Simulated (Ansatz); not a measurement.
Ansatz input file:

```yaml
crystal:
  lattice:
    - [-1.962, 1.962, 5.2285]
    - [1.962, -1.962, 5.2285]
    - [1.962, 1.962, -5.2285]
  atoms:
    - { symbol: "Y", position: [0.0, 0.0, 0.0] }
    - { symbol: Mn, position: [0.75, 0.25, 0.5], spin: 1.86 }
    - { symbol: Mn, position: [0.25, 0.75, 0.5], spin: 1.86 }
    - { symbol: Si, position: [0.375, 0.375, 0.0] }
    - { symbol: Si, position: [0.625, 0.625, 0.0] }
basis:
  ecutwfc: 420
kpoints:
  mp_grid: { grid: [12, 12, 12] }
hamiltonian:
  xc: pbesol
scf:
  occupations: { method: gaussian, width: 0.1 }
output:
  forces: true
  stress: true
  eigenvalues: true
  populations: true
magnetization:
  spin_polarized: true
```

Command:
```bash
ansatz run input.yaml --threads 1 --pin off --max-ram 2560MiB --backend cpu --events-out ev --progress --plain --runs-dir out
```

All numbers below come from DFT PBEsol, scalar-relativistic, plane waves, PAW in Ansatz.

Abridged output (final results; tables in files aren't shown):

```
SCF 1 converged in 14 iterations: F = -12778.781591 eV  dr2 = 5.63e-10
SCF converged after 14 iterations
Magnetization: 3.5400 μB (26.2700 up, 22.7300 down)
Absolute magnetization: 4.2039 μB (∫|ρ↑−ρ↓|, with the PAW one-centre terms)
Spin contamination: 0.1761 ħ² per cell (⟨S²⟩ above its minimum at these occupations)
Per-site moments (μB) at R_I (Å): [(-0.05585833, 1.26520304), (1.79216293, 0.97248742), (1.79216293, 0.97248742), (-0.06248750, 0.97248742), (-0.06248750, 0.97248742)]
Free energy (F): -12778.781591 eV
Harris-Foulkes:  -12778.781591 eV  (|F-HF|=5.00e-10)
Internal energy: -12778.767046 eV  (E = F + TS)
E sigma→0 (E₀):  -12778.774318 eV
Entropy (-TS):   -0.014545 eV (-2.909 meV/atom)
Fermi energy:    12.501379 eV
--- Per-component energies (eV) ---
  E_band       = -563.402466
  E_kinetic    = 1003.255113
  E_local      = -5627.312780  (includes V_loc(G=0)·N_el)
  E_nonlocal   = 585.763443
  E_hartree    = 2358.173189
  E_xc         = -511.596328
  E_vxc        = -588.291762  (∫ρ·V_xc dr)
  E_paw        = -6310.646399  (= ΣΔE_a)
  E_vpaw       = -653.160728  (= ΣTr[D̂ρ^β])
  E_aug_tail   = -0.000005  (compensation charges beyond the density's cutoff)
  E_ewald      = -4276.954472
  E_core_change = 0.551195  (= ΣΔE_core)
  E_smearing   = -0.014545  (= −TS)
--- Forces (eV/Å), atoms counted from 1 ---
  atom   1  Y      0.00000000     0.00000000     0.00000000
  atom   2  Mn     0.00000000     0.00000000     0.00000000
  atom   3  Mn     0.00000000     0.00000000     0.00000000
  atom   4  Si     0.00000000     0.00000000     0.33212927
  atom   5  Si     0.00000000     0.00000000    -0.33212927
--- Stress (GPa, compression-positive) ---
       -7.140692       0.000000       0.000000
        0.000000      -7.140692       0.000000
        0.000000       0.000000      -7.617097
  P = ⅓ Tr σ = -7.2995 GPa (-72.995 kbar)
--- Band table (eV; the first three rows and the last of 326) ---
  k-point 0 ↑: bands = ["-67.0199", "-66.9944", "-35.9706", "-35.9706", "-35.8600", "-35.8514", "-35.8514", "-35.8321", "-29.5132", "-9.5448", "-9.5448", "-9.5190", "2.2182", "5.7958", "7.1317", "9.3882", "9.3882", "9.5954", "9.9422", "10.9420", "10.9420", "11.4005", "11.4454", "11.8925", "12.1546", "12.1546", "12.2341", "13.1963", "15.0281", "15.0281", "15.7070", "16.8579"]
  k-point 1 ↑: bands = ["-67.0190", "-66.9952", "-35.9717", "-35.9619", "-35.8605", "-35.8590", "-35.8506", "-35.8330", "-29.5122", "-9.5564", "-9.5538", "-9.5164", "2.3512", "5.7899", "7.2605", "9.2018", "9.4182", "9.6223", "10.0134", "10.6130", "11.0117", "11.4136", "11.4264", "11.8201", "12.0374", "12.0978", "12.1993", "13.3101", "14.0696", "15.2833", "16.2729", "16.8792"]
  k-point 2 ↑: bands = ["-67.0167", "-66.9975", "-35.9747", "-35.9380", "-35.8854", "-35.8564", "-35.8484", "-35.8354", "-29.5093", "-9.5861", "-9.5782", "-9.5096", "2.7212", "5.7875", "7.5839", "8.8022", "9.5060", "9.7280", "9.8671", "10.1591", "11.0947", "11.3610", "11.3934", "11.6498", "11.8042", "11.9530", "12.1304", "13.2194", "13.4572", "15.9152", "16.6013", "16.6214"]
  k-point 162 ↓: bands = ["-65.0197", "-64.9922", "-34.0131", "-34.0131", "-33.9053", "-33.8824", "-33.8824", "-33.8740", "-29.5428", "-9.5793", "-9.5790", "-9.5790", "3.3701", "3.6970", "8.8632", "10.2647", "10.2647", "10.8764", "10.9594", "11.1162", "11.2455", "11.2455", "12.3098", "13.9206", "13.9206", "14.2494", "14.5275", "14.7438", "15.4487", "16.1024", "16.1024", "16.4924"]
--- Löwdin populations: 5 sites ---
  site symbol q [e]    m [muB]
     0      Y     10.6886    -0.1101
     1     Mn     14.5355     1.9855
     2     Mn     14.5355     1.9855
     3     Si      4.3799    -0.1603
     4     Si      4.3799    -0.1603
  spilling = 0.009809 (of n_electrons = 49.000000)
```

The run converged.

Time: 82 s on 1 thread of Arm Neoverse V2 (shared host), peak memory 0.76 GiB.

Only parallel moments were tried here.